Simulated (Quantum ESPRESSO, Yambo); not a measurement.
**Quasiparticle gap of HgZnS2**

```cif
data_Hg3S6Zn3
_chemical_formula_sum 'S6 Zn3 Hg3'
_space_group_name_H-M_alt 'R3m :H'
_space_group_IT_number 160
_space_group_name_Hall 'R 3 -2"'
_cell_length_a 3.95054
_cell_length_b 3.95054
_cell_length_c 19.61943
_cell_angle_alpha 90.000
_cell_angle_beta 90.000
_cell_angle_gamma 120.000
loop_
_atom_site_label
_atom_site_type_symbol
_atom_site_symmetry_multiplicity
_atom_site_Wyckoff_symbol
_atom_site_fract_x
_atom_site_fract_y
_atom_site_fract_z
_atom_site_occupancy
S1 S 3 a 0.00000 0.00000 0.13098 1
S2 S 3 a 0.00000 0.00000 0.61651 1
Zn1 Zn 3 a 0.00000 0.00000 0.49910 1
Hg1 Hg 3 a 0.00000 0.00000 0.00340 1
```
(The calculation used a cell of 4 atoms; values per cell refer to that cell.)

Cell and atoms were relaxed with PBEsol from Materials Project entry mp-1215447, within its symmetry.

Starting point: PBEsol (pw.x of Quantum ESPRESSO, ONCV potentials, with spin-orbit coupling). G0W0 in Yambo: 4×4×4 Γ-centred k mesh, bands 17 to 222 and a 6 Ry block in the screening, 222 bands in G with the Bruneval-Gonze terminator, plasmon pole fitted at 27.2 eV.

```yaml
PBEsol gap along the band path: 0.35 eV
PBEsol gap between the mesh's edge points (Γ → Γ): 0.35 eV
G0W0 gap between the same points: 1.15 eV
```

```tsv
k point	band	E PBEsol (eV)	E QP (eV)	shift (eV)	Z
Γ	VB−2	-0.02	-0.47	-0.45	0.78
Γ	VB−1	0.00	-0.45	-0.45	0.78
Γ	VB	0.00	-0.45	-0.45	0.78
Γ	CB	0.35	0.70	0.34	0.81
Γ	CB+1	0.35	0.70	0.34	0.81
L	VB	-1.37	-1.88	-0.51	0.78
L	CB	3.25	3.64	0.39	0.81
F	VB	-0.88	-1.39	-0.51	0.78
F	CB	1.84	2.26	0.42	0.81
Z	VB	-0.25	-0.68	-0.44	0.78
Z	CB	2.10	2.54	0.44	0.80
```

Energies count from the PBEsol valence-band maximum.

Convergence of the G0W0 settings was not tested.

The structure is a Materials Project entry; no match was found in the copy of COD used, and its stability was not checked.
